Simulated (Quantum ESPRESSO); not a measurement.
# Band energies of PdCl2

```xyz
6
Lattice="5.4608 0.0000 -0.0020 0.0000 3.9442 0.0000 -1.8945 0.0000 6.1757" Properties=species:S:1:pos:R:3 pbc="T T T"
Cl     0.8036     1.0084     1.9519
Cl     2.7627     2.9358     4.2218
Cl     3.7100     2.9805     1.1339
Cl    -0.1436     0.9637     5.0397
Pd    -0.9472     0.0000     3.0878
Pd     0.0000     1.9721     0.0000
```

PBEsol (pw.x of Quantum ESPRESSO, ONCV potentials, no spin-orbit coupling); path ΓYHCEM1AXH1,MDZ,YD; energies in eV from the valence-band maximum.

```csv
k (1/Å),point,band 28,band 29,band 30,band 31,band 32,band 33,band 34,band 35
0.00,Γ,-1.67,-0.88,-0.77,-0.63,-0.28,1.11,1.84,4.32
0.51,Y,-1.03,-0.86,-0.86,-0.64,-0.64,1.05,1.05,6.05
0.98,H,-1.12,-1.00,-0.93,-0.78,-0.27,0.82,1.00,6.25
0.98,C,-1.13,-0.96,-0.96,-0.54,-0.54,0.60,0.60,6.21
1.38,,-1.30,-0.68,-0.68,-0.52,-0.52,1.10,1.10,6.58
1.78,E,-1.56,-0.60,-0.60,-0.36,-0.36,1.46,1.46,6.46
1.78,M1,-1.44,-0.57,-0.57,-0.35,-0.35,1.37,1.37,5.87
2.13,A,-0.85,-0.76,-0.76,-0.50,-0.50,1.33,1.33,5.13
2.29,,-0.88,-0.71,-0.69,-0.60,-0.43,1.21,1.50,5.18
2.60,,-1.29,-0.86,-0.69,-0.57,-0.27,1.15,1.86,5.73
2.92,X,-1.73,-1.01,-0.89,-0.53,0.00,1.14,2.04,5.79
3.10,,-1.46,-0.97,-0.92,-0.65,-0.07,1.03,1.69,6.02
3.27,H1,-1.12,-1.00,-0.93,-0.78,-0.27,0.82,1.00,6.25
3.27,M,-1.44,-0.57,-0.57,-0.35,-0.35,1.37,1.37,5.87
3.74,D,-1.53,-0.44,-0.44,-0.21,-0.21,1.15,1.15,5.88
4.08,,-1.18,-0.61,-0.61,-0.43,-0.43,1.30,1.30,5.22
4.25,Z,-1.06,-0.78,-0.78,-0.49,-0.49,1.36,1.36,5.10
4.25,Y,-1.03,-0.86,-0.86,-0.64,-0.64,1.05,1.05,6.05
4.38,,-1.07,-0.90,-0.90,-0.55,-0.55,1.05,1.05,6.10
4.65,,-1.37,-0.63,-0.63,-0.36,-0.36,1.09,1.09,6.21
5.05,D,-1.53,-0.44,-0.44,-0.21,-0.21,1.15,1.15,5.88
```

The PBEsol gap is 0.58 eV; at least one edge lies off the plotted path, at a point of the SCF mesh. The smallest direct gap is 0.85 eV.

Spin-orbit splittings are left out.

Geometry relaxed with PBE+D3(BJ).

The structure is a Materials Project entry; no match was found in the copy of COD used, and its stability was not checked.
